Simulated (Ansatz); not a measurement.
CsPbCl₃:
```yaml
crystal:
  lattice:
    - [5.73310, 0.00000, 0.00000]
    - [0.00000, 5.73310, 0.00000]
    - [0.00000, 0.00000, 5.73310]
  atoms:
    - { symbol: Pb, position: [0.50000, 0.50000, 0.50000] }
    - { symbol: Cl, position: [0.00000, 0.50000, 0.50000] }
    - { symbol: Cl, position: [0.50000, 0.00000, 0.50000] }
    - { symbol: Cl, position: [0.50000, 0.50000, 0.00000] }
    - { symbol: Cs, position: [0.00000, 0.00000, 0.00000] }
```

Relaxed with PBE. Special points in fractions of this cell's reciprocal vectors: Γ (0.000, 0.000, 0.000); X (0.000, 0.500, 0.000); M (0.500, 0.500, 0.000); R (0.500, 0.500, 0.500).

**Question.** List the band energies nearest the valence-band maximum at these points for plane-wave PAW PBE with spin–orbit coupling (Ansatz code).

**Answer.** In eV from the valence-band maximum; about four levels below and three above (degenerate sets whole), none deeper than 8.9 eV; points with the same levels are listed once.

```
k                              below                          above
-  ---------------------------------  -----------------------------
Γ            -2.04 -2.04 -2.04 -2.04            3.64 3.64 4.67 4.67
X            -2.14 -2.14 -1.45 -1.45            2.72 2.72 4.80 4.80
M            -1.80 -1.80 -0.70 -0.70            1.82 1.82 3.19 3.19
R  -1.77 -1.77 -1.77 -1.77 0.00 0.00  0.97 0.97 2.63 2.63 2.63 2.63
```

Space group Pm-3m (cubic perovskite). This is a known high-temperature phase of the composition, computed here at zero pressure and temperature. Symmetry was held in the PBE relaxation; phonons on a q-mesh show weakly imaginary modes.

Potentials: the later of the program's two PAW sets.
